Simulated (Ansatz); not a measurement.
Nb$_{2}$O$_{5}$:
```
CELL_PARAMETERS angstrom
      6.39724     2.44653     0.00000
     -6.39724     2.44653     0.00000
     -1.40195     0.00000     5.39929
ATOMIC_POSITIONS crystal
  Nb 0.10198 0.38256 0.24902
  Nb 0.89802 0.61744 0.75098
  Nb 0.38256 0.10198 0.25098
  Nb 0.61744 0.89802 0.74902
  O  0.13548 0.72454 0.12800
  O  0.86452 0.27546 0.87200
  O  0.72454 0.13548 0.37200
  O  0.27546 0.86452 0.62800
  O  0.89428 0.89428 0.75000
  O  0.10572 0.10572 0.25000
  O  0.55518 0.33542 0.97330
  O  0.44482 0.66458 0.02670
  O  0.33542 0.55518 0.52670
  O  0.66458 0.44482 0.47330
```

Relaxed with r²SCAN.

Task: Give the Bader charges and basin volumes of the independent atoms, DFT-r²SCAN in the program Ansatz with PAW potentials.

Result: 

| atom | Bader charge (e) | Bader volume (Å³) |
|---|---|---|
| Nb1 | +2.88 | 9.2 |
| O5 | -1.24 | 12.4 |
| O9 | -1.13 | 14.1 |
| O11 | -1.08 | 13.5 |

Space group C2/c. The first step of the workflow began from a Materials Project structure, measured or hypothetical; the Crystallography Open Database files this formula in space group No. 15, but the cells were not matched. Whether it is the stable phase at ambient conditions was not checked. The cell was relaxed with r²SCAN under the symmetry of its start; its stability against distortions is not shown here. The run is not spin-polarised.

Potentials: the later of the program's two PAW sets.
